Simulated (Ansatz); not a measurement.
## PbO: experiment and calculation

**What was measured.**

“X-ray spectroscopic study of amorphous and polycrystalline PbO films, α-PbO, and β-PbO for direct conversion imaging”, 2017, pmc:5640621 quotes, for a powder of PbO at 300 K: lattice constant a 5.6253 Å; lattice constant c 5.0259 Å.

The results are compared with them further down.

The calculation used DFT PBE+D3(BJ), scalar-relativistic, plane waves, PAW (Ansatz).

Cutoff 420 eV; k points 8×8×6 on the computed 4-atom cell (Γ-centred); Gaussian smearing, width 0.02 eV; no spin polarisation.

Relaxed structure, symmetry kept:

```
CELL_PARAMETERS angstrom
4.03438 0.00000 0.00000
0.00000 4.03438 0.00000
0.00000 0.00000 4.99322
ATOMIC_POSITIONS crystal
Pb 0.00000 0.50000 0.23775
Pb 0.50000 0.00000 0.76225
O 0.00000 0.00000 0.00000
O 0.50000 0.50000 0.00000
```

| Quantity | Value |
| --- | --- |
| Space group | P4/nmm (No. 129) |
| Volume per atom | 20.32 Å³ |
| Kohn–Sham band gap | 1.27 eV |
| Löwdin character of the top 1 eV of the valence band | O 2p 66 %, Pb 6s 17 %, Pb 6p 15 % |
| Löwdin character of the lowest 1 eV of the conduction band | Pb 6p 70 %, O 2s 9 %, O 2p 9 %, unprojected 5 % |
| Bader charges (e) | Pb (2 in the cell) 1.16, O (2 in the cell) -1.16 |

Spin-orbit coupling is left out, which matters for the bands of heavy elements.

Measured lattice constant a of PbO: 5.6253 Å (300 K; powder; quoted in the paper above). This calculation gives 4.034 Å (-28.3 %). So large a difference can come from the functional (as between layers that it hardly binds), but also from another choice of axes, another phase or a misread value. Measured lattice constant c of PbO: 5.0259 Å (300 K; powder; quoted in the paper above). This calculation gives 4.993 Å (-0.7 %). The calculation is for 0 K without zero-point motion.